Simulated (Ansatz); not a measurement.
# Hf₃TiN₄: stable or not

It was reached by relaxing an invented guess, and it needn't be the stable form of this composition.

Computed with DFT PBE, scalar-relativistic, plane waves, PAW (Ansatz). Cutoff 420 eV, Γ-centred 12×12×4 mesh (8-atom cell), Gaussian smearing of 0.10 eV, no spin polarisation.

```xyz
8
Lattice="3.1762 0.0000 0.0000 0.0000 3.1762 0.0000 0.0000 0.0000 8.9784" Properties=species:S:1:pos:R:3 pbc="T T T"
Hf    1.5881    1.5881    2.1561
Hf    0.0000    0.0000    4.4892
Hf    1.5881    1.5881    6.8223
Ti    0.0000    0.0000    0.0000
N     0.0000    0.0000    2.2102
N     1.5881    1.5881    4.4892
N     0.0000    0.0000    6.7682
N     1.5881    1.5881    0.0000
```

Energies over the elements count from the elements' standard structures at the same level (N₂ as a molecule), with no fitted energy shifts.

Task: These tests were run: energy against the elements; phonons on a 2×2×1 q mesh; elastic tensor. What do they show?

Result:

```json
{"test": "energy against the elements", "result": "−1.65 eV/atom"}
{"test": "phonons on a 2×2×1 q mesh", "result": "no imaginary mode on the mesh"}
{"test": "elastic tensor", "result": "least eigenvalue 125 GPa"}
```

It fails none of these tests. Whether a mixture of other phases lies lower isn't tested here.

Spin–orbit coupling, which can matter for Hf, is left out. The run for the phonons used a 12×12×4 k mesh and Fermi–Dirac smearing of 0.15 eV. The run for the elastic tensor used a 12×12×4 k mesh and Fermi–Dirac smearing of 0.15 eV.
